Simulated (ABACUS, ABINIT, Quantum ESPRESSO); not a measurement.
One calculation of WS, 3 ways

```
CELL_PARAMETERS angstrom
-2.15647 2.15647 2.47473
2.15647 -2.15647 2.47473
2.15647 2.15647 -2.47473
ATOMIC_POSITIONS crystal
W 0.49619 0.49918 0.00085
S 0.00257 0.00296 0.98293
```

The cell comes from a database or a generator and needn't be the stable form of this composition.

Atoms were shifted at random by some hundredths of an Å from the given cell, which wasn't relaxed again for these runs.

Alike in all runs: task single point; functional PBE; k mesh 9 × 9 × 9; occupations fermi-dirac, width 0.05 eV; no spin polarisation; no spin-orbit coupling. Pressure is positive in compression and, in plane waves, holds the error of the finite cutoff.

```csv
program and potentials,plane-wave cutoff (eV),notes,pressure (GPa),largest force (eV/Å),energy over the undisturbed cell (meV/atom)
"ABACUS, PseudoDojo NC SR 0.4.1 PBE standard, plane waves",1007,-,?,?,?
"ABINIT, JTH PAW PBE v2.0",544,-,-23.45,0.313,-1.62
"Quantum ESPRESSO, SSSP 1.3 efficiency PBE",748,-,-23.26,0.312,-
```

Estimate from the other rows what the run with ABACUS, PseudoDojo NC SR 0.4.1 PBE standard, plane waves gave.

Pressure -23.27 GPa; largest force 0.310 eV/Å; energy over the undisturbed cell -1.75 meV/atom. The other rows, which needn't bracket it: pressure -23.45 to -23.26; largest force 0.312 to 0.313; energy over the undisturbed cell -1.62.
